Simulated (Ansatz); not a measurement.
Computed properties of Nb$_{2}$AlC

Nb$_{2}$AlC:
```xyz
8
Lattice="3.0905 0.0000 0.0000 -1.5452 2.6764 0.0000 0.0000 0.0000 13.8445" Properties=species:S:1:pos:R:3 pbc="T T T"
Al     0.0000     1.7843    10.3834
Al     1.5452     0.8921     3.4611
Nb     0.0000     1.7843     1.2337
Nb     1.5452     0.8921    12.6107
Nb     1.5452     0.8921     8.1560
Nb     0.0000     1.7843     5.6885
C      0.0000     0.0000     0.0000
C      0.0000     0.0000     6.9222
```

Space group P6_3/mmc (No. 194); conventional cell a = b = 3.090 Å, c = 13.844 Å, α = β = 90.00°, γ = 120.00°.

Method: DFT-PBEsol in the program Ansatz with PAW potentials. Structure relaxed to zero pressure with the same functional. Other levels are named where they apply.

**Cell and energy**

```
Item                                                           Value
-----------------------------------------------------  -------------
Volume per atom                                             14.31 Å³
Density                                                   6.52 g/cm³
Formation energy from the elements (no fitted shifts)  -0.58 eV/atom
```

**Electronic structure**

```
Property                                                                     Value
------------------------------------  --------------------------------------------
Electronic character                                             metallic (no gap)
Density of states at the Fermi level  0.46 states/eV per atom (mean over ±0.08 eV)
Gap with spin–orbit coupling                                       none (metallic)
```

**Mechanics**

```
Item                                                                                         Result
--------------------------------------------  -----------------------------------------------------
Bulk modulus (Birch–Murnaghan fit)                                                        1800 kbar
Pressure derivative B′                                                                          4.8
Elastic constants (relaxed ions, GPa)         C11 = 332, C12 = 100, C13 = 124, C33 = 308, C44 = 148
Mechanical stability                                         stable (all eigenvalues of C positive)
Hill bulk and shear moduli                                                          185 and 122 GPa
Young's modulus                                                                             300 GPa
Poisson's ratio                                                                                0.23
Debye temperature from the elastic constants                                                  587 K
```

**Phonons**

```
Item                                           Result
-----------------------------  ----------------------
Highest zone-centre frequency                653 cm⁻¹
Zone-centre stability          no imaginary mode at Γ
```

The workflow started from a Materials Project entry (that database holds measured and hypothetical structures alike); the Crystallography Open Database copy checked does not list it. Whether it is the stable phase at ambient conditions was not checked. The cell was relaxed with PBEsol under the symmetry of its start. No spin polarisation was allowed. As this level gives no gap, shear constants depend on the k-mesh and smearing (Fermi–Dirac, 0.1 eV here). As this level gives no gap, phonon frequencies hold no LO–TO term and depend on the k-mesh and smearing (Fermi–Dirac, 0.1 eV here). On the denser mesh and wider smearing of the elastic run this cell carries a stress of 0.3 GPa. The references are the lowest solids computed at this level, not always the standard phases. Spin–orbit coupling is left out wherever it is not named.

Potentials: the later of the program's two PAW sets.
